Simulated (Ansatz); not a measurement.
Relaxed-ion elastic tensor of Hf (hcp (Mg type), space group No. 194) in GPa (Voigt order), DFT-PBE+D3(BJ) in the program Ansatz with PAW potentials; density 13.57 g/cm³, 21.85 Å³ per atom.

```tsv
	1	2	3	4	5	6
1	183	77.8	69.4	0.0	0.0	0.0
2	77.8	183	69.4	0.0	0.0	0.0
3	69.4	69.4	207	0.0	0.0	0.0
4	0.0	0.0	0.0	51.7	0.0	0.0
5	0.0	0.0	0.0	0.0	51.7	0.0
6	0.0	0.0	0.0	0.0	0.0	52.4
```

Question: Is the crystal mechanically stable?

Answer: Yes: the smallest eigenvalue of C is 51.7 GPa.

Question: Work out the Voigt, Reuss and Hill averages.

Answer: K_V = 112, K_R = 112, K_H = 112; G_V = 54.9, G_R = 54.4, G_H = 54.6 GPa.

Question: Give Young's modulus, Poisson's ratio, Pugh's ratio and the universal anisotropy index.

Answer: E = 9KG/(3K + G) = 141 GPa; ν = 0.29; K/G = 2.04 (ductile by the Pugh limit of 1.75); A_U = 5G_V/G_R + K_V/K_R − 6 = 0.05.

Question: Estimate the sound speeds and the Debye temperature.

Answer: v_l = √((K + 4G/3)/ρ) = 3690 m/s, v_t = √(G/ρ) = 2010 m/s, mean 2240 m/s; Θ = (h/k)(3n/4πV)^(1/3) v_m = 238 K.

Question: Solve the Christoffel equation for the three sound speeds along x, y, z.

Answer: Eigenvalues of C_ijkl n_j n_l equal ρv². In km/s, slowest first: x 1.95, 1.97, 3.67; y 1.95, 1.97, 3.67; z 1.95, 1.95, 3.91.

Question: How much does each axis shrink under pressure?

Answer: Linear compressibilities β_i = Σ_j S_ij (j = 1 to 3): x 3.1, y 3.1, z 2.7 per TPa.

Space group P6_3/mmc (hcp (Mg type)). The PBE+D3(BJ) relaxation kept the symmetry of its start. No spin polarisation was allowed. The pairwise dispersion correction was not fitted to metals. As this level gives no gap, shear constants depend on the k-mesh and smearing (Fermi–Dirac, 0.1 eV here). Scalar-relativistic: spin–orbit coupling is off unless named, which matters more the heavier the elements.

Potentials: the later of the program's two PAW sets.
